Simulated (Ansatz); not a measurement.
An Ansatz input (plane waves, PAW) for EuRe (CsCl-type structure) that has something wrong with it:

```yaml
crystal:
  lattice:
    - [3.4868994337, 0.0, 0.0]
    - [0.0, 3.4868994337, 0.0]
    - [0.0, 0.0, 3.4868994337]
  atoms:
    - { symbol: Eu, position: [0.0, 0.0, 0.0], spin: 7.0 }
    - { symbol: Re, position: [0.5, 0.5, 0.5] }
basis:
  ecutwfc: 500
  ecutrho_ratio: 4
kpoints:
  mp_grid: { grid: [10, 10, 10] }
hamiltonian:
  xc: r2scan
scf:
  max_iter: 60
output:
  forces: true
  stress: true
magnetization:
  spin_polarized: true
```

Launched as:
```sh
ansatz run input.yaml --threads 2 --pin off --max-ram 2662MiB --backend cpu --events-out ev --progress --plain --runs-dir out
```

Task: What is wrong with it?

Result: No occupation method. Against the sound input: scf.occupations: {"method": "gaussian", "width": 0.05} → null (the cap on iterations is only a precaution).

What the program printed:

```
Error: YAML parse error: `scf.occupations.method` is required: fixed only where the cell keeps a band gap throughout the run, explicit beside scf.occupations.values (under evaluate: without them), else a smearing such as fermi_dirac (scf.occupations.width is optional; its entry in the input reference gives the default)
```

The input was refused before any iteration. Cost: 0.01 s on 2 threads of AMD EPYC 9R45 96-Core Processor (Zen 5), on a shared host, peak memory 0.03 GiB. The run before the change (r²SCAN, 500 eV, 10×10×10 mesh) gave:

```tsv
run	P (GPa)	gap on the mesh (eV)	cell moment (μB)	largest force component (eV/Å)
sound	-0.1	metal	5.05	0.000
```

The two runs also differ in their start: the sound one had the moments 7.12, 0.00 μB typed, and went on from the state of an earlier run.

The structure was built from a prototype; whether the compound forms in it isn't claimed.

Of that run: Without a U the 4f levels of Eu lie too near the Fermi level, so their share of the states there, and what hangs on it, is overstated. The run wasn't fully tested for a lower electronic state.
